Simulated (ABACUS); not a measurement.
Worked example: self-consistent single point of SnTe (Fm-3m, 2 atoms in the cell; from Materials Project mp-1883) in ABACUS.

Level of theory: PBE, PseudoDojo 0.5 standard norm-conserving PBE (tails mended) pseudopotentials (plane waves; ABACUS).

```
CELL_PARAMETERS angstrom
      0.00000     3.18581     3.18581
      3.18581     0.00000     3.18581
      3.18581     3.18581     0.00000
ATOMIC_POSITIONS crystal
  Sn 0.00000 0.00000 0.00000
  Te 0.50000 0.50000 0.50000
```

Reference input (self-consistent single point, DFT, PBE, plane waves, PseudoDojo 0.5 standard norm-conserving PBE (tails mended) pseudopotentials): KPT = Gamma 6 6 6 0 0 0; basis_type = pw; dft_functional = PBE; ecutwfc = 82.3 Ry; smearing_method = gaussian; smearing_sigma = 0.0199916 Ry; potentials = PseudoDojo 0.5 standard norm-conserving PBE (tails mended); symmetry = 1; ks_solver = dav; scf_nmax = 100; scf_thr = 1.0e-09 Ry; mixing_type = broyden. This run's input differs from it in these lines:

```diff
@@ -7,3 +7,3 @@
 dft_functional       PBE
-ecutwfc              82.3
+ecutwfc              144.0
 symmetry             1
```

Log, with long lists cut:

```
 SELF-CONSISTENT
 -------------------------------------------

                                 init_chg = atomic

 PW ALGORITHM --------------- ION=   1  ELEC=   1--------------------------------

 Notice: Threshold on eigenvalues was too large.

 Density error is 0.019425781436
                          Error Threshold = 6.54975420173e-05
 E_KohnSham     -367.2830440910      -4997.1421784232
 E_Fermi        0.6942817500         9.4461878175

 PW ALGORITHM --------------- ION=   1  ELEC=   2--------------------------------

 Density error is 0.00327487942856
                          Error Threshold = 6.47526047868e-05
   [... lines left out ...]

 Density error is 4.37316372773e-09
                          Error Threshold = 3.02708295476e-10
 E_KohnSham     -367.2885019635      -4997.2164365873
 E_Fermi        0.6968298574         9.4808565966

 PW ALGORITHM --------------- ION=   1  ELEC=   7--------------------------------

 Density error is 1.19131447088e-10
                          Error Threshold = 1.45772124258e-11
 E_KohnSham     -367.2885019655      -4997.2164366152
 E_KS(sigma->0) -367.2882478601      -4997.2129793342
 E_entropy(-TS) -0.0005082107        -0.0069145620
 E_Fermi        0.6968384636         9.4809736903
 charge density convergence is achieved
 final etot is -4997.2164366 eV
 EFERMI = 9.4809736903 eV

 STATE ENERGY(eV) AND OCCUPATIONS    NSPIN == 1
   [... 22 lines left out ...]

 TOTAL-FORCE (eV/Angstrom)
                       Sn1         0.0000000000         0.0000000000         0.0000000000
                       Te1         0.0000000000         0.0000000000         0.0000000000

 TOTAL-STRESS (KBAR)
         6.7700657545        -0.0000000000         0.0000000000
        -0.0000000000         6.7700657545         0.0000000000
        -0.0000000000         0.0000000000         6.7700657545
 TOTAL-PRESSURE: 6.770066 KBAR

 --------------------------------------------
 !FINAL_ETOT_IS -4997.2164366151700960 eV
 --------------------------------------------
```

The run converged in 7 iterations. Against the reference run the free energy drops by 1.2 meV/atom and the pressure hardly changes (0.67 to 0.68 GPa).

This run is one point of a test of settings, so its values need not be converged; read them against the reference run alone. The structure comes from a collection of computed structures, made at another level of theory; the collection holds predicted forms beside known ones. No clean gap shows at this smearing width and mesh (spacing up to 0.28 Å⁻¹); the mesh is coarse for partly filled bands, so the values carry mesh errors. Semi-local functionals can close small gaps.

Cost on one core: about 70 core-seconds (a rough figure).

“Tails mended”: in these copies of the files the far tail of each local potential was reset to the Coulomb form.
